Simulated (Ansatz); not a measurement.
ScPdN2:
```
CELL_PARAMETERS angstrom
      1.64189     0.94794     5.94436
     -1.64189     0.94794     5.94436
      0.00000    -1.89589     5.94436
ATOMIC_POSITIONS crystal
  Sc 0.50000 0.50000 0.50000
  Pd 0.00000 0.00000 0.00000
  N  0.89355 0.89355 0.89355
  N  0.10645 0.10645 0.10645
```

Relaxed with PBE.

### Question
Which orbitals make up the states near the Fermi level in DFT-PBE in the program Ansatz with PAW potentials?

### Answer
Within 0.5 eV of the Fermi level: N 2p 57 %, Pd 4d 29 %, Sc 3d 8 %. Projections are on Löwdin-orthogonalised atomic valence shells; empty p or d shells of many metals are not among them.

### Question
Tabulate the density of states.

### Answer
States/eV per cell of 4 atoms, in 0.25 eV bins, energy from the Fermi level.

```
E (eV)  total  N 2p  Pd 4d  Sc 3d
------  -----  ----  -----  -----
-7.85    0.00  0.00   0.00   0.00
-7.60    0.00  0.00   0.00   0.00
-7.35    0.00  0.00   0.00   0.00
-7.10    0.00  0.00   0.00   0.00
-6.85    0.00  0.00   0.00   0.00
-6.60    0.00  0.00   0.00   0.00
-6.35    0.00  0.00   0.00   0.00
-6.10    0.06  0.03   0.02   0.01
-5.85    0.37  0.19   0.12   0.03
-5.60    1.01  0.50   0.36   0.07
-5.35    2.28  1.10   0.83   0.17
-5.10    3.46  1.65   1.31   0.22
-4.85    2.35  0.91   1.17   0.16
-4.60    3.41  1.19   1.93   0.17
-4.35    2.01  0.68   1.18   0.10
-4.10    2.44  0.83   1.44   0.15
-3.85    4.91  1.66   2.86   0.33
-3.60    3.29  1.24   1.62   0.24
-3.35    4.28  1.70   1.85   0.34
-3.10    5.12  1.62   2.88   0.30
-2.85    4.25  1.57   2.32   0.20
-2.60    2.31  0.45   1.72   0.09
-2.35    2.45  0.84   1.35   0.19
-2.10    5.83  2.65   2.42   0.62
-1.85    6.31  2.96   2.52   0.68
-1.60    5.65  2.47   2.62   0.44
-1.35    1.93  1.29   0.35   0.22
-1.10    1.17  0.73   0.24   0.14
-0.85    1.76  0.98   0.48   0.17
-0.60    2.53  1.35   0.77   0.21
-0.35    3.48  1.76   1.16   0.35
-0.10    3.81  2.11   1.12   0.34
0.15     4.41  2.69   1.17   0.30
0.40     3.11  1.93   0.79   0.17
0.65     1.96  0.97   0.62   0.12
0.90     1.94  0.86   0.69   0.09
1.15     0.14  0.08   0.04   0.00
1.40     0.00  0.00   0.00   0.00
1.65     0.00  0.00   0.00   0.00
1.90     0.00  0.00   0.00   0.00
2.15     0.00  0.00   0.00   0.00
2.40     0.00  0.00   0.00   0.00
2.65     0.00  0.00   0.00   0.00
2.90     0.15  0.01   0.00   0.08
3.15     0.51  0.05   0.01   0.29
3.40     0.89  0.09   0.02   0.53
3.65     1.62  0.18   0.03   1.05
3.90     3.66  0.35   0.05   2.78
4.15     2.24  0.18   0.02   1.77
4.40     2.89  0.26   0.02   2.05
4.65     3.72  0.40   0.03   2.52
```

Space group R-3m. The start of the workflow was typed in or built on a structure type; neither database checked (COD, Materials Project) lists it. Whether it is the stable phase at ambient conditions was not checked. The cell was relaxed with PBE under the symmetry of its start; whether a distortion lowers the energy is not shown. The run is not spin-polarised. With an odd number of electrons in the cell and no spin polarisation, the count alone makes it a metal. Spin–orbit coupling is left out wherever it is not named.

Potentials: the later of the program's two PAW sets.
